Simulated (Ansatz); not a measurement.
A relaxation computed with Ansatz, from input to last step.

```yaml
crystal:
  lattice:
    - [5.0457416145, 0.0, 0.0]
    - [0.0, 5.0457416145, 0.0]
    - [0.0, 0.0, 7.6988006447]
  atoms:
    - { symbol: Rb, position: [0.0, 0.0, 0.0] }
    - { symbol: Rb, position: [0.5, 0.5, 0.0] }
    - { symbol: Rb, position: [0.0, 0.5, 0.27] }
    - { symbol: Rb, position: [0.5, 0.0, 0.73] }
    - { symbol: Cd, position: [0.0, 0.5, 0.7] }
    - { symbol: Cd, position: [0.5, 0.0, 0.3] }
basis:
  ecutwfc: 420
kpoints:
  mp_grid: { grid: [4, 4, 2] }
hamiltonian:
  xc: pbe
scf:
  occupations: { method: gaussian, width: 0.1 }
  lower_state_search: "off"
output:
  forces: true
  stress: true
  eigenvalues: true
relax:
  adjacent_minimum: "off"
  f_tol: 0.04
  max_steps: 70
  cell: { stress_tol: 0.4 }
```

```bash
ansatz run input.yaml --threads 1 --pin off --max-ram 2560MiB --backend cpu --events-out ev --progress --plain --runs-dir out
```

Theory: DFT PBE, scalar-relativistic, plane waves, PAW in Ansatz 0.2.0.

Of 11 frames 10 are shown, positions in Å and forces in eV/Å; the SCF threshold varies from step to step. Steps run on the plane waves of an earlier cell, with a Pulay correction in the pressure. The basis is chosen afresh for the last frame, the zero of the energies, and at times for earlier ones too; energy and pressure step there, also at an unchanged geometry. Here that happened at step 7 (-33 meV/atom, 1.1 GPa); the frames before carry an error of that size.

```xyz
6
Lattice="5.0457 0.0000 0.0000 0.0000 5.0457 0.0000 0.0000 0.0000 7.6988" Properties=species:S:1:pos:R:3:forces:R:3 pbc="T T T" step=1 free_energy_over_end_meV_per_atom=656.24 pressure_GPa=9.09
Rb    0.0000    0.0000    0.0000    0.0000    0.0000    0.0000
Rb    2.5229    2.5229    0.0000    0.0000    0.0000    0.0000
Rb    0.0000    2.5229    2.0787    0.0000    0.0000    1.3119
Rb    2.5229    0.0000    5.6201    0.0000    0.0000   -1.3119
Cd    0.0000    2.5229    5.3892    0.0000    0.0000   -0.4219
Cd    2.5229    0.0000    2.3096    0.0000    0.0000    0.4219
6
Lattice="5.2913 0.0000 0.0000 0.0000 5.2913 0.0000 0.0000 0.0000 8.0769" Properties=species:S:1:pos:R:3:forces:R:3 pbc="T T T" step=2 free_energy_over_end_meV_per_atom=373.03 pressure_GPa=5.31
Rb    0.0000    0.0000    0.0000    0.0000    0.0000    0.0000
Rb    2.6456    2.6456    0.0000    0.0000    0.0000    0.0000
Rb    0.0000    2.6456    2.3807    0.0000    0.0000    0.6748
Rb    2.6456    0.0000    5.6962    0.0000    0.0000   -0.6748
Cd    0.0000    2.6456    5.6499    0.0000    0.0000    0.2036
Cd    2.6456    0.0000    2.4270    0.0000    0.0000   -0.2036
6
Lattice="5.4634 0.0000 0.0000 0.0000 5.4634 0.0000 0.0000 0.0000 8.4503" Properties=species:S:1:pos:R:3:forces:R:3 pbc="T T T" step=3 free_energy_over_end_meV_per_atom=219.75 pressure_GPa=3.35
Rb    0.0000    0.0000    0.0000    0.0000    0.0000    0.0000
Rb    2.7317    2.7317    0.0000    0.0000    0.0000    0.0000
Rb    0.0000    2.7317    2.6386    0.0000    0.0000    0.4843
Rb    2.7317    0.0000    5.8117    0.0000    0.0000   -0.4843
Cd    0.0000    2.7317    6.0101    0.0000    0.0000    0.2193
Cd    2.7317    0.0000    2.4402    0.0000    0.0000   -0.2193
6
Lattice="5.6113 0.0000 0.0000 0.0000 5.6113 0.0000 0.0000 0.0000 8.8286" Properties=species:S:1:pos:R:3:forces:R:3 pbc="T T T" step=4 free_energy_over_end_meV_per_atom=118.29 pressure_GPa=1.85
Rb    0.0000    0.0000    0.0000    0.0000    0.0000    0.0000
Rb    2.8057    2.8057    0.0000    0.0000    0.0000    0.0000
Rb    0.0000    2.8057    2.9278    0.0000    0.0000    0.2928
Rb    2.8057    0.0000    5.9008    0.0000    0.0000   -0.2928
Cd    0.0000    2.8057    6.3930    0.0000    0.0000    0.1765
Cd    2.8057    0.0000    2.4355    0.0000    0.0000   -0.1765
6
Lattice="5.7261 0.0000 0.0000 0.0000 5.7261 0.0000 0.0000 0.0000 9.2048" Properties=species:S:1:pos:R:3:forces:R:3 pbc="T T T" step=5 free_energy_over_end_meV_per_atom=68.06 pressure_GPa=0.52
Rb    0.0000    0.0000    0.0000    0.0000    0.0000    0.0000
Rb    2.8630    2.8630    0.0000    0.0000    0.0000    0.0000
Rb    0.0000    2.8630    3.2315    0.0000    0.0000    0.1222
Rb    2.8630    0.0000    5.9733    0.0000    0.0000   -0.1222
Cd    0.0000    2.8630    6.7904    0.0000    0.0000    0.0922
Cd    2.8630    0.0000    2.4144    0.0000    0.0000   -0.0922
6
Lattice="5.7623 0.0000 0.0000 0.0000 5.7623 0.0000 0.0000 0.0000 9.4161" Properties=species:S:1:pos:R:3:forces:R:3 pbc="T T T" step=7 free_energy_over_end_meV_per_atom=28.28 pressure_GPa=1.00
Rb    0.0000    0.0000    0.0000    0.0000    0.0000    0.0000
Rb    2.8811    2.8811    0.0000    0.0000    0.0000    0.0000
Rb    0.0000    2.8811    3.4567    0.0000    0.0000   -0.0204
Rb    2.8811    0.0000    5.9594    0.0000    0.0000    0.0204
Cd    0.0000    2.8811    7.0481    0.0000    0.0000    0.0147
Cd    2.8811    0.0000    2.3680    0.0000    0.0000   -0.0147
6
Lattice="5.8425 0.0000 0.0000 0.0000 5.8425 0.0000 0.0000 0.0000 9.7075" Properties=species:S:1:pos:R:3:forces:R:3 pbc="T T T" step=8 free_energy_over_end_meV_per_atom=11.18 pressure_GPa=0.53
Rb    0.0000    0.0000    0.0000    0.0000    0.0000    0.0000
Rb    2.9213    2.9213    0.0000    0.0000    0.0000    0.0000
Rb    0.0000    2.9213    3.5443    0.0000    0.0000    0.0338
Rb    2.9213    0.0000    6.1632    0.0000    0.0000   -0.0338
Cd    0.0000    2.9213    7.2727    0.0000    0.0000   -0.0013
Cd    2.9213    0.0000    2.4348    0.0000    0.0000    0.0013
6
Lattice="5.9244 0.0000 0.0000 0.0000 5.9244 0.0000 0.0000 0.0000 10.0832" Properties=species:S:1:pos:R:3:forces:R:3 pbc="T T T" step=9 free_energy_over_end_meV_per_atom=1.50 pressure_GPa=0.12
Rb    0.0000    0.0000    0.0000    0.0000    0.0000    0.0000
Rb    2.9622    2.9622    0.0000    0.0000    0.0000    0.0000
Rb    0.0000    2.9622    3.7538    0.0000    0.0000   -0.0230
Rb    2.9622    0.0000    6.3293    0.0000    0.0000    0.0230
Cd    0.0000    2.9622    7.5613    0.0000    0.0000    0.0174
Cd    2.9622    0.0000    2.5219    0.0000    0.0000   -0.0174
6
Lattice="5.9471 0.0000 0.0000 0.0000 5.9471 0.0000 0.0000 0.0000 10.2544" Properties=species:S:1:pos:R:3:forces:R:3 pbc="T T T" step=10 free_energy_over_end_meV_per_atom=0.37 pressure_GPa=0.00
Rb    0.0000    0.0000    0.0000    0.0000    0.0000    0.0000
Rb    2.9735    2.9735    0.0000    0.0000    0.0000    0.0000
Rb    0.0000    2.9735    3.8041    0.0000    0.0000    0.0004
Rb    2.9735    0.0000    6.4503    0.0000    0.0000   -0.0004
Cd    0.0000    2.9735    7.7147    0.0000    0.0000   -0.0106
Cd    2.9735    0.0000    2.5397    0.0000    0.0000    0.0106
6
Lattice="5.9471 0.0000 0.0000 0.0000 5.9471 0.0000 0.0000 0.0000 10.2544" Properties=species:S:1:pos:R:3:forces:R:3 pbc="T T T" step=11 free_energy_over_end_meV_per_atom=0.00 pressure_GPa=0.00
Rb    0.0000    0.0000    0.0000    0.0000    0.0000    0.0000
Rb    2.9735    2.9735    0.0000    0.0000    0.0000    0.0000
Rb    0.0000    2.9735    3.8041    0.0000    0.0000    0.0004
Rb    2.9735    0.0000    6.4503    0.0000    0.0000   -0.0004
Cd    0.0000    2.9735    7.7147    0.0000    0.0000   -0.0106
Cd    2.9735    0.0000    2.5397    0.0000    0.0000    0.0106
```

The start puts this composition into another compound's structure type, which needn't suit it. The cell swells from 32.7 to 60.4 Å³ an atom, so the end can be far from any stable crystal. At the end the space group is P4/nmm (tolerance 0.05 Å).

Time: 60 s on 1 thread of Intel(R) Xeon(R) 6975P-C (Granite Rapids), on a shared host, peak memory 0.61 GiB.

The k mesh is coarse.